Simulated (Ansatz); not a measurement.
All numbers below come from DFT PBE, scalar-relativistic, plane waves, PAW in Ansatz. All cells share a 420 eV cutoff and Γ-centred k meshes spaced at most about 0.3 Å⁻¹ (2π included). No spin polarisation in the final relaxations.

All energies are static (0 K, no zero-point motion).

Two relaxed structures of Y3AlN4:

A.

Space group I4/mmm (No. 139). a = 4.817 Å, b = 4.817 Å, c = 9.306 Å, α = 90.00°, β = 90.00°, γ = 90.00°
| atom | site | symmetry | x | y | z |
| --- | --- | --- | --- | --- | --- |
| Y | 4d | -4m2 | 0.0000 | 0.5000 | 0.2500 |
| Y | 2b | 4/mmm | 0.5000 | 0.5000 | 0.0000 |
| Al | 2a | 4/mmm | 0.0000 | 0.0000 | 0.0000 |
| N | 4c | mmm. | 0.0000 | 0.5000 | 0.0000 |
| N | 4e | 4mm | 0.0000 | 0.0000 | 0.2288 |

B.

Space group Cmmm (No. 65). a = 6.653 Å, b = 9.675 Å, c = 3.335 Å, α = 90.00°, β = 90.00°, γ = 90.00°
| atom | site | symmetry | x | y | z |
| --- | --- | --- | --- | --- | --- |
| Y | 4e | ..2/m | 0.2500 | 0.2500 | 0.0000 |
| Y | 2d | mmm | 0.0000 | 0.0000 | 0.5000 |
| Al | 2c | mmm | 0.5000 | 0.0000 | 0.5000 |
| N | 4g | 2mm | 0.7244 | 0.0000 | 0.0000 |
| N | 4j | m2m | 0.5000 | 0.7463 | 0.5000 |

**Question.** Which is lower in energy, and by how much?

**Answer.** B is lower, by 18 meV/atom. A has Y and Al ordered on rock salt sites, space group I4/mmm (No. 139), 13.5 Å³/atom and a gap of 0.48 eV on its mesh; B has Y and Al ordered on rock salt sites, space group Cmmm (No. 65), 13.4 Å³/atom and a gap of 0.47 eV. Counting N atoms around Al and Y (those within 1.25 times the shortest such distance or 1.15 times the sum of covalent radii; a plus sign parts nearer from farther groups), A has Y 6, Al 2+4 and B has Y 6, Al 4+2. Both come from invented guesses. A third cell relaxed alike, in Fmm2, lies 46 meV/atom below the lower of the two; the I4/mmm cell fell into it when its atoms were moved at random.

Kohn–Sham gaps at this level usually fall short of measured ones. Cells relaxed within their symmetry can be saddle points; a later kick test found a lower structure for Y3AlN4 I4/mmm.
